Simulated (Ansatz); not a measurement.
Task: CdTe (CsCl type, Pm-3m) is relaxed with PBE (plane waves, PAW; program Ansatz). What lattice parameters of the conventional cell result?

Result: a = 3.786 Å.

Task: Is it a metal or does it have a gap at this level?

Result: No gap at this level.

The start of the workflow was typed in or built on a structure type; neither database checked (COD, Materials Project) lists it. It is not the phase usual at ambient conditions (space group No. 216). The cell was relaxed with PBE under the symmetry of its start; whether a distortion lowers the energy is not shown. The volume moved by 18 % from the start of the relaxation. Scalar-relativistic: spin–orbit coupling is off unless named, which matters more the heavier the elements.

Potentials: the later of the program's two PAW sets.
